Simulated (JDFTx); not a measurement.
System: TiSi2(110) (Cmcm bulk; lattice of mp-1077503, not re-optimised at this level), 1x1 cell of 14 atoms in 14 planes (Si outermost, slab composition Ti4Si10), area 24.91 Å² a face, 7.4 Å between the outermost planes in a cell 23.2 Å high; k mesh 6×4×1, Fermi width 0.01 Ha, no spin polarisation. Whether this polymorph is the ambient one wasn't checked. Neither spin polarisation nor a larger cell was tried.

Profiles through the double layer of this slab, charged, in linear PCM (GLSSA13), water, 1 M NaCl; PBE, GBRV ultrasoft potentials, plane waves to 20/100 Ha, a modified build of JDFTx. z is the height above the outermost atoms, φ the plane-averaged electrostatic potential energy of an electron (zero in the bulk liquid), ρ_b the bound charge of solvent and ions, s the cavity shape function (0 in the solid, 1 in the liquid).

| z (Å) | n (e/Å³) | s | φ (eV) | ρ_b (10⁻³ e/Å³) |
|---|---|---|---|---|
| 0.94 | 0.0673 | 0.00 | -0.640 | 0.82 |
| 1.41 | 0.0238 | 0.08 | -0.157 | 2.03 |
| 1.87 | 0.0074 | 0.33 | 0.031 | 2.99 |
| 2.33 | 0.0023 | 0.63 | 0.029 | 2.43 |
| 2.80 | 0.0007 | 0.95 | 0.024 | 0.83 |
| 3.26 | 0.0002 | 1.00 | 0.021 | 0.25 |
| 3.73 | 0.0001 | 1.00 | 0.018 | 0.08 |
| 4.19 | 0.0000 | 1.00 | 0.015 | 0.03 |
| 4.65 | 0.0000 | 1.00 | 0.013 | 0.01 |
| 5.12 | 0.0000 | 1.00 | 0.011 | 0.01 |
| 5.58 | 0.0000 | 1.00 | 0.010 | 0.01 |
| 6.05 | 0.0000 | 1.00 | 0.008 | 0.01 |
| 6.51 | 0.0000 | 1.00 | 0.007 | 0.00 |
| 6.97 | 0.0000 | 1.00 | 0.006 | 0.00 |
| 7.44 | 0.0000 | 1.00 | 0.005 | 0.00 |

Q: Is the electrode positively or negatively charged, and roughly by how much?

A: Negatively: σ = -7.1 μC/cm² per face. The liquid's bound charge is of the opposite sign overall, and far from the surface φ decays with the screening length (3.0 Å).
